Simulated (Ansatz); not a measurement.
## Ge3B2C3: rattling a relaxed structure

The cell was found from a structure generator's guess, not taken from experiment.

Theory: DFT PBE, scalar-relativistic, plane waves, PAW (Ansatz). Plane waves to 420 eV, a k mesh through Γ of 8×8×6 on the computed 8-atom cell and Gaussian smearing (0.10 eV); no spin polarisation.

The cell below (8 atoms, space group C2 (No. 5)) is relaxed within its symmetry.

```
CELL_PARAMETERS angstrom
4.26536 -2.44788 0.00050
4.26536 2.44788 0.00050
-2.58136 0.00000 5.34600
ATOMIC_POSITIONS crystal
Ge 0.87286 0.77320 0.96017
Ge 0.73301 0.26699 0.50000
Ge 0.22680 0.12714 0.03983
B 0.39999 0.93291 0.49992
B 0.06709 0.60001 0.50008
C 0.11319 0.88681 0.50000
C 0.75253 0.66389 0.56050
C 0.33611 0.24747 0.43950
```

For the test it was strained at random (σ = 1.5 % a component), the atoms were moved at random (σ = 0.10 Å), and all was relaxed again on a coarse 6×6×4 mesh (in the run’s order of axes) with 0.20 eV smearing, with no symmetry imposed.

Question: Is the structure stable against such a distortion?

Answer: It returns, within 1 meV/atom of the unmoved cell on that mesh and with the same symmetry when read at 0.1 Å. No instability shows in this cell; modes of other wave vectors, which need another repeat, aren't tested.
